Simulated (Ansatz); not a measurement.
GaN:
```xyz
2
Lattice="0.0000 2.1085 2.1085 2.1085 0.0000 2.1085 2.1085 2.1085 0.0000" Properties=species:S:1:pos:R:3 pbc="T T T"
Ga     0.0000     0.0000     0.0000
N      2.1085     2.1085     2.1085
```

DFT-r²SCAN in the program Ansatz with PAW potentials gives a gap of 1.16 eV without spin–orbit coupling, maximum on the K–Γ line, 53 % of the way from K, minimum at X.

Task: What happens when spin–orbit coupling is switched on?

Result: The gap stays essentially unchanged, to 1.16 eV; maximum on the K–Γ line, 53 % of the way from K, minimum at X.

Task: Give the electron effective mass with spin–orbit coupling.

Result: 0.19, 0.19, 0.46 mₑ (principal values).

Task: Give the hole effective mass with spin–orbit coupling.

Result: 0.28, 1.1, 4.0 mₑ (principal values).

Space group Fm-3m (rock salt). This is a known high-pressure phase of the composition, computed here at zero pressure and temperature. The r²SCAN relaxation kept the symmetry of its start; its stability against distortions is not shown here.

Potentials: the later of the program's two PAW sets.
